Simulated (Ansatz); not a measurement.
The geometry is COD entry 9013010, unchecked; take it as a test cell. The listed cell was then made from it by scaling, straining or moving an atom.

Sb: DFT, PBEsol, PAW with Ansatz's default frozen-core files, scalar-relativistic (Ansatz 0.2.0). What sets it apart from a plain run of this crystal: volume scaled by 0.99.

Command: `ansatz run input.yaml --threads 1 --pin off --max-ram 3072MiB --backend cpu --events-out ev --progress --plain --runs-dir out` The run took 12 s on 1 thread of Arm Neoverse V2 (shared host), peak memory 0.46 GiB.

```yaml
crystal:
  lattice:
    - [-1.4999665176, 1.4999665176, 2.4717056237]
    - [1.4999665176, -1.4999665176, 2.4717056237]
    - [1.4999665176, 1.4999665176, -2.4717056237]
  atoms:
    - { symbol: Sb, position: [0.0, 0.0, 0.0] }
kpoints:
  mp_grid: { grid: [19, 19, 19] }
scf:
  occupations: { method: fermi_dirac, width: 0.05 }
hamiltonian:
  xc: pbesol
  pseudopotentials: { kind: paw }
output:
  forces: true
  stress: true
  eigenvalues: true
  efg: { contact_densities: true }
  write_density: true
  write_potential: true
  elf: true
  volumetric_format: npy
```

Output (standing set-up lines are left out):

```
Crystal: 1 atoms, lattice volume = 22.244 Å³
SCF iter   1: F=—  HF=-6407.655981 eV  |F-HF|=—  |Δ(HF+E_count)|=         —  Δρ=3.47e-3  dr2=1.32e-3  ethr=1.77e-3  ⟨swp⟩=5.2  Hψ=39014  notcnv=0
preconditioner: auto → Kerker (q_TF=auto, 2.555 Å⁻¹)  [metal: Δε(μ)=0.008 eV  Ē_g=29.398 eV  σ=0.050 eV  W_gap=0.04  n_scr=10 (ndim 8)  ℏωp=30.5 eV  f_vac=0.000  D(μ)=0.49/eV (n_scr^D=0)]
SCF iter   2: F=—  HF=-6407.655156 eV  |F-HF|=—  |Δ(HF+E_count)|=   8.25e-4  Δρ=1.97e-3  dr2=4.97e-4  ethr=8.83e-6  ⟨swp⟩=1.8  Hψ=11462  notcnv=0  defer=1
SCF iter   3: F=—  HF=-6407.655020 eV  |F-HF|=—  |Δ(HF+E_count)|=   1.36e-4  Δρ=3.17e-4  dr2=1.73e-5  ethr=3.31e-6  ⟨swp⟩=2.1  Hψ=10364  notcnv=0  defer=1
SCF iter   4: F=—  HF=-6407.655014 eV  |F-HF|=—  |Δ(HF+E_count)|=   6.34e-6  Δρ=2.26e-4  dr2=9.34e-6  ethr=1.15e-7  ⟨swp⟩=2.0  Hψ=10532  notcnv=0  defer=1
SCF iter   5: F=—  HF=-6407.655008 eV  |F-HF|=—  |Δ(HF+E_count)|=   5.63e-6  Δρ=7.63e-5  dr2=1.31e-6  ethr=6.23e-8  ⟨swp⟩=2.8  Hψ=11544  notcnv=0  defer=1
SCF iter   6: F=-6407.655007 eV  HF=-6407.655008 eV  |F-HF|=7.12e-8  |Δ(HF+E_count)|=   7.63e-7  Δρ=1.73e-5  dr2=6.65e-8  ethr=6.67e-10  ⟨swp⟩=7.4  Hψ=40689  notcnv=0
SCF 1 converged in 6 iterations: F = -6407.655007 eV  dr2 = 6.65e-8
  greatest PAW one-centre occupation: 0.997 electrons in one spin orbital (limit 2), on the Sb atom at site 0 (counted from 0), in its partial waves of l = 2
SCF converged after 6 iterations
Free energy (F): -6407.655007 eV
Harris-Foulkes:  -6407.655008 eV  (|F-HF|=7.12e-8)
Internal energy: -6407.650730 eV  (E = F + TS)
E sigma→0 (E₀):  -6407.652869 eV
Entropy (-TS):   -0.004278 eV (-4.278 meV/atom)
Fermi energy:    14.940165 eV
--- Per-component energies (eV) ---
  E_band       = -99.235260
  E_kinetic    = 210.814314
  E_local      = -1281.884732  (includes V_loc(G=0)·N_el)
  E_nonlocal   = 364.257286
  E_hartree    = 600.037696
  E_xc         = -139.443238
  E_vxc        = -99.162948  (∫ρ·V_xc dr)
  E_paw        = -4499.342551  (= ΣΔE_a)
  E_vpaw       = -493.346230  (= ΣTr[D̂ρ^β])
  E_aug_tail   = -0.000002  (compensation charges beyond the density's cutoff)
  E_ewald      = -1662.421359
  E_core_change = 0.331857  (= ΣΔE_core)
  E_smearing   = -0.004278  (= −TS)
  E_closure    = -0.000000  (closes the sum)
  Σ components = -6407.655007   (vs F -6407.655007, Δ=0.00e0)
--- Forces (eV/Å), atoms counted from 1 ---
  atom   1  Sb     0.00000000     0.00000000     0.00000000
  max |Σ_I F_I| component: 9.86e-32 eV/Å
--- Stress (GPa, compression-positive) ---
       17.189048       0.000000       0.000000
        0.000000      17.189048       0.000000
       -0.000000      -0.000000      14.990844
  P = ⅓ Tr σ = 16.4563 GPa (164.563 kbar)
--- PAW observables at the nuclei: V_zz in 10²¹ V/m², potentials from the cell's mean, atoms counted from 1 ---
  atom   1  Sb V_zz =    +3.764876   η = 0.0000   by run symmetry: allowed
            electrostatic potential = -8415.511888 V   contact ρ = 1348211.076349 e/Å³
--- Band table (eV; the first three rows and the last of 550) ---
  k-point 0: bands = ["-14.5653", "-14.4624", "-14.4376", "-14.4376", "-14.3492", "0.2681", "21.4669", "21.7211", "21.7211", "25.2509", "25.8751", "26.8973"]
  k-point 1: bands = ["-14.5569", "-14.4594", "-14.4404", "-14.4355", "-14.3523", "0.3648", "21.0949", "21.1178", "21.3599", "24.4686", "26.4136", "26.6192"]
  k-point 2: bands = ["-14.5326", "-14.4509", "-14.4484", "-14.4292", "-14.3612", "0.6549", "19.8581", "20.2734", "20.4844", "23.3411", "26.4362", "28.2070"]
  k-point 549: bands = ["-14.6091", "-14.5034", "-14.3225", "-14.3201", "-14.3189", "5.6919", "8.1127", "16.2537", "16.9399", "20.9773", "21.7571", "36.4678"]
```
